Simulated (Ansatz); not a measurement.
Ag:
```yaml
crystal:
  lattice:
    - [2.68444, 0.00000, 0.00000]
    - [0.00000, 2.68444, 0.00000]
    - [0.00000, 0.00000, 2.68444]
  atoms:
    - { symbol: Ag, position: [0.00000, 0.00000, 0.00000] }
```

Relaxed with PBEsol. Special points in fractions of this cell's reciprocal vectors: Γ (0.000, 0.000, 0.000); X (0.000, 0.500, 0.000); M (0.500, 0.500, 0.000); R (0.500, 0.500, 0.500).

Q: List the band energies nearest the Fermi level at these points for PBEsol with spin–orbit coupling in the plane-wave PAW code Ansatz.

A: In eV from the Fermi level; about four levels below and three above (degenerate sets whole), none deeper than 8.9 eV; … stands for higher levels left out; points with the same levels are listed once.

| k | below | above |
|---|---|---|
| Γ | -2.77 -2.77 -2.77 -2.77 -2.40 -2.40 | 14.01 14.01 … |
| X | -2.53 -2.53 -0.72 -0.72 | 1.99 1.99 … |
| M | -3.44 -3.44 -1.79 -1.79 | 3.68 3.68 4.11 4.11 |
| R | -1.73 -1.73 -1.73 -1.73 | 8.23 8.23 … |

Space group Pm-3m (simple cubic). The cell is a constructed one: a structure type filled with these elements; neither database checked (COD, Materials Project) lists it. It is not the phase usual at ambient conditions (space group No. 225). The cell was relaxed with PBEsol under the symmetry of its start. At this level the phase is mechanically unstable. No spin polarisation was allowed.

Potentials: the later of the program's two PAW sets.
